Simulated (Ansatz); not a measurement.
Sb:
```
Sb
1.0
    3.08631     0.00000     0.00000
    0.00000     3.08631     0.00000
    0.00000     0.00000     3.08631
Sb
1
Direct
  0.00000   0.00000   0.00000
```

Relaxed with r²SCAN. Special points in fractions of this cell's reciprocal vectors: Γ (0.000, 0.000, 0.000); X (0.000, 0.500, 0.000); M (0.500, 0.500, 0.000); R (0.500, 0.500, 0.500).

Question: List the band energies nearest the Fermi level at these points for plane-wave PAW r²SCAN (Ansatz code).

Answer: In eV from the Fermi level; about four levels below and three above (degenerate sets whole), none deeper than 8.9 eV; … stands for higher levels left out; points with the same levels are listed once.

| k | below | above |
|---|---|---|
| Γ | – | 3.42 3.42 3.42 |
| X | -6.03 | 5.60 5.60 9.78 |
| M | -7.66 -3.91 -3.91 | 2.37 7.88 … |
| R | -4.42 -1.90 -1.90 -1.90 | … |

Space group Pm-3m (simple cubic). The first step of the workflow began from a Materials Project structure, measured or hypothetical; the Crystallography Open Database files this formula in space group No. 221, but the cells were not matched. It is not the phase usual at ambient conditions (space group No. 166). Symmetry was held in the r²SCAN relaxation; whether a distortion lowers the energy is not shown. Spin–orbit coupling is left out wherever it is not named.

Potentials: the later of the program's two PAW sets.
